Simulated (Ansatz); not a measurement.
Consider the following.

SiGeC₂:
```yaml
crystal:
  lattice:
    - [3.15585, 0.00000, 0.00000]
    - [0.00000, 3.15585, 0.00000]
    - [0.00000, 0.00000, 4.45331]
  atoms:
    - { symbol: Ge, position: [0.50000, 0.50000, 0.50000] }
    - { symbol: Si, position: [0.00000, 0.00000, 0.00000] }
    - { symbol: C, position: [0.50000, 0.00000, 0.76366] }
    - { symbol: C, position: [0.00000, 0.50000, 0.23634] }
```

This is the PBEsol-relaxed structure. x, y and z are the axes in which the lattice vectors are written.

Problem. All from DFT-PBEsol in the program Ansatz with PAW potentials, unless another level is named. Predict the hole effective mass, band 1 of 2 at the edge.

Solution. 5.6 along x, 0.51 along z (mₑ).

Problem. And the conduction-band minimum?

Solution. at M.

Problem. What about the valence-band maximum?

Solution. at Γ.

Space group P-4m2. The start of the workflow was typed in or built on a structure type; neither database checked (COD, Materials Project) lists it. Its standing as an ambient phase is unchecked. The PBEsol relaxation kept the symmetry of its start; its stability against distortions is not shown here. Spin–orbit coupling is left out wherever it is not named.

Potentials: the later of the program's two PAW sets.

Edges and masses are those of Kohn–Sham bands, whose gap is no quasiparticle gap.
